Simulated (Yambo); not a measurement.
Yambo run on NaAuO2 (space group C2/m, No. 12). The wavefunctions are PBEsol (Quantum ESPRESSO, PseudoDojo norm-conserving, 88 Ry, scalar-relativistic) ones on a 4×4×2 mesh (20 occupied bands); a = b = 3.6384 Å, c = 6.1449 Å, α = β = 116.24°, γ = 48.91°.

Yambo input:

```
rim_cut
gw0
dyson
el_el_corr
HF_and_locXC
ppa
em1d
RandQpts= 1000000
RandGvec= 1 Ry
EXXRLvcs= 88 Ry
VXCRLvcs= 352 Ry
Chimod= "HARTREE"
% BndsRnXp
 6 | 107 |
%
NGsBlkXp= 8 Ry
% LongDrXp
 1.0 | 1.0 | 1.0 |
%
PPAPntXp= 27.2114 eV
% GbndRnge
 1 | 72 |
%
GTermKind= "none"
DysSolver= "n"
ExtendOut
% QPkrange
 4 | 4 | 21 | 21 |
 6 | 6 | 20 | 21 |
 11 | 11 | 20 | 20 |
%
```

k points by index: 4 = (0, 0.25, -0.5), 6 = (0, -0.5, -0.5), 11 = (0.25, -0.25, 0).

Table of the .qp output:

```
#    K-point    Band    Eo [eV]    E [eV]    E-Eo [eV]    Vxc [eV]    Vnlxc [eV]    Sc|Eo [eV]    Sc|E [eV]    dSc/dw|Eo [eV]    Re(Z)    Im(Z)
#
    4    21    1.432922    2.999464    1.566542    -20.43677    -16.42110    -2.076352    -2.449120    -6.474970    0.807786    -0.602580E-3
    6    20    -0.020517    -0.341741    -0.321224    -20.97739    -26.65746    5.270643    5.358844    -7.467469    0.784664    -0.001740
    6    21    2.012748    3.802637    1.789889    -22.17143    -17.85580    -2.071673    -2.525745    -6.902888    0.797652    -0.001178
    11    20    0.000000    -0.318617    -0.318617    -21.04450    -26.72074    5.270421    5.357622    -7.443708    0.785203    -0.001541
```
(The two width columns are left out.) Convergence of these settings isn't established.

Spin-orbit coupling is not included.

Geometry relaxed with PBEsol.

The structure is a Materials Project entry; no match was found in the copy of COD used, and its stability was not checked.
